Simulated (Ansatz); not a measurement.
## Data sheet: Be$_{2}$Ru (DFT)

Be2Ru:
```yaml
crystal:
  lattice:
    - [0.00000, 3.04933, 3.04933]
    - [3.04933, 0.00000, 3.04933]
    - [3.04933, 3.04933, 0.00000]
  atoms:
    - { symbol: Be, position: [0.62500, 0.62500, 0.62500] }
    - { symbol: Be, position: [0.12500, 0.62500, 0.62500] }
    - { symbol: Be, position: [0.62500, 0.12500, 0.62500] }
    - { symbol: Be, position: [0.62500, 0.62500, 0.12500] }
    - { symbol: Ru, position: [0.25000, 0.25000, 0.25000] }
    - { symbol: Ru, position: [0.00000, 0.00000, 0.00000] }
```

Space group Fd-3m (No. 227), cubic Laves (MgCu2 type); conventional cell a = b = c = 6.0987 Å, α = β = γ = 90.00°.

Method: r²SCAN (plane waves, PAW; program Ansatz). Geometry: relaxed at this level of theory. Other levels are named where they apply.

**Cell and energy**

```json
{
  "volume_per_atom": "9.45 Å³",
  "density": "6.97 g/cm³",
  "Formation energy from the elements (no fitted shifts)": "-0.36 eV/atom"
}
```

**Electronic structure**

```json
{
 "electronic_character": "metallic (no gap)",
 "Density of states at the Fermi level": "0.61 states/eV per atom (mean over ±0.08 eV)",
 "Gap with spin–orbit coupling": "none (metallic)"
}
```

**Mechanics**

```json
{
  "Bulk modulus (Birch–Murnaghan fit)": "219 GPa",
  "Pressure derivative B′": "4.2",
  "Elastic constants (relaxed ions, GPa)": "C11 = 409, C12 = 124, C44 = 144",
  "mechanical_stability": "stable (all eigenvalues of C positive)",
  "hill_bulk_and_shear_moduli": "219 and 143 GPa",
  "Young's modulus": "353 GPa",
  "Poisson's ratio": "0.23",
  "debye_temperature_from_the_elastic_constants": "707 K"
}
```

The cell is a constructed one: a structure type filled with these elements; neither database checked (COD, Materials Project) lists it. Whether it is the stable phase at ambient conditions was not checked. The cell was relaxed with r²SCAN under the symmetry of its start; whether a distortion lowers the energy is not shown. The run is not spin-polarised. As this level gives no gap, shear constants depend on the k-mesh and smearing (Fermi–Dirac, 0.1 eV here). The references are the lowest solids computed at this level, not always the standard phases. Scalar-relativistic: spin–orbit coupling is off unless named, which matters more the heavier the elements.

Potentials: the earlier of the program's two PAW sets.
